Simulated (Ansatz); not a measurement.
This run works on a proposed trial structure, not on a known crystal.

Input and command of a plane-wave DFT calculation in Ansatz:

```yaml
crystal:
  lattice:
    - [5.4927643897, 0.0, 0.0]
    - [0.0, 5.4927643897, 0.0]
    - [0.0, 0.0, 6.7094644735]
  atoms:
    - { symbol: Sc, position: [0.5, 0.5, 0.0] }
    - { symbol: Sc, position: [0.0, 0.0, 0.0] }
    - { symbol: S, position: [0.8687533431, 0.3687533431, 0.2336711725] }
    - { symbol: S, position: [0.1312466569, 0.6312466569, 0.2336711725] }
    - { symbol: S, position: [0.8687533431, 0.6312466569, 0.7663288275] }
    - { symbol: S, position: [0.1312466569, 0.3687533431, 0.7663288275] }
    - { symbol: S, position: [0.6312466569, 0.1312466569, 0.7663288275] }
    - { symbol: S, position: [0.3687533431, 0.8687533431, 0.7663288275] }
    - { symbol: S, position: [0.3687533431, 0.1312466569, 0.2336711725] }
    - { symbol: S, position: [0.6312466569, 0.8687533431, 0.2336711725] }
basis:
  ecutwfc: 420
kpoints:
  mp_grid: { grid: [6, 6, 6] }
hamiltonian:
  xc: pbe
scf:
  occupations: { method: gaussian, width: 0.1 }
output:
  forces: true
  stress: true
  eigenvalues: true
  write_density: true
  write_potential: true
  elf: true
  volumetric_format: npy
relax:
  adjacent_minimum: "off"
  f_tol: 0.01
  max_steps: 30
  cell: { stress_tol: 0.1, fix: [volume] }
```

```bash
ansatz run input.yaml --threads 1 --pin off --max-ram 2560MiB --backend cpu --events-out ev --progress --plain --runs-dir out
```

Processor: AMD EPYC 7R43 64-Core Processor (Zen 3), 1 thread, on a host shared with other jobs.

Task: How long does it run, and how much memory does it take?

Result: About 110 s, peak memory 0.64 GiB. It solves 45 bands at 40 k points (after reduction by symmetry) with about 3939 plane waves, in 26 SCF iterations over 5 ionic steps.
